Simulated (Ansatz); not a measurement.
Te (trigonal Se type, P3_121) at seven volumes, plane-wave PAW r²SCAN+D4 (Ansatz code), shape and atoms relaxed at each. One row is withheld.

```tsv
V (Å³/atom)	P (GPa)
31.755	2.47
32.802	1.39
33.849	0.59
34.896	0.00
35.943	?
36.989	-0.75
38.036	-0.98
```

Problem. Fit the shown pressures and predict the withheld one.

Solution. P = (3/2)B₀(x^(7/2) − x^(5/2))[1 + (3/4)(B′ − 4)(x − 1)] with x = (V₀/V)^(2/3). Least squares on the six rows gives V₀ = 34.881 Å³/atom, B₀ = 17.2 GPa, B′ = 9.39. At V = 35.943, x = 0.9802 and P = -0.45 GPa. The run itself gave -0.44 GPa.

Symmetry was held in the r²SCAN+D4 relaxation; phonons on a q-mesh show no instability. Spin–orbit coupling is left out wherever it is not named.

Potentials: the later of the program's two PAW sets.
